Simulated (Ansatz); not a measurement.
Zr:
```cif
data_Zr4
_chemical_formula_sum 'Zr4'
_space_group_name_H-M_alt 'I41/amd :1'
_space_group_IT_number 141
_space_group_name_Hall 'I 4bw 2bw -1bw'
_cell_length_a 5.54480
_cell_length_b 5.54480
_cell_length_c 3.06596
_cell_angle_alpha 90.000
_cell_angle_beta 90.000
_cell_angle_gamma 90.000
loop_
_atom_site_label
_atom_site_type_symbol
_atom_site_symmetry_multiplicity
_atom_site_Wyckoff_symbol
_atom_site_fract_x
_atom_site_fract_y
_atom_site_fract_z
_atom_site_occupancy
Zr1 Zr 4 a 0.00000 0.00000 0.00000 1
```
(The calculation used a cell of 2 atoms; values per cell refer to that cell.)

Relaxed with PBE.

Decompose the optical modes at the zone centre into irreducible representations, and say which are infrared and Raman allowed.

Point group 4/mmm: Γ_opt = B1g + Eg. Infrared: none. Raman: B1g, Eg.

Assign frequencies (DFPT, the program Ansatz at the PBE level (PAW)).

B1g 100i, Eg 200 cm⁻¹.

Subscripts of B labels follow the axes of the standard setting.

Space group I4_1/amd (β-Sn type). The cell is a constructed one: a structure type filled with these elements; neither database checked (COD, Materials Project) lists it. It is not the phase usual at ambient conditions (space group No. 194). The cell was relaxed with PBE under the symmetry of its start. At this level the phase is dynamically unstable (imaginary phonons). No spin polarisation was allowed. As this level gives no gap, phonon frequencies hold no LO–TO term and depend on the k-mesh and smearing (Fermi–Dirac, 0.1 eV here).

Potentials: the later of the program's two PAW sets.
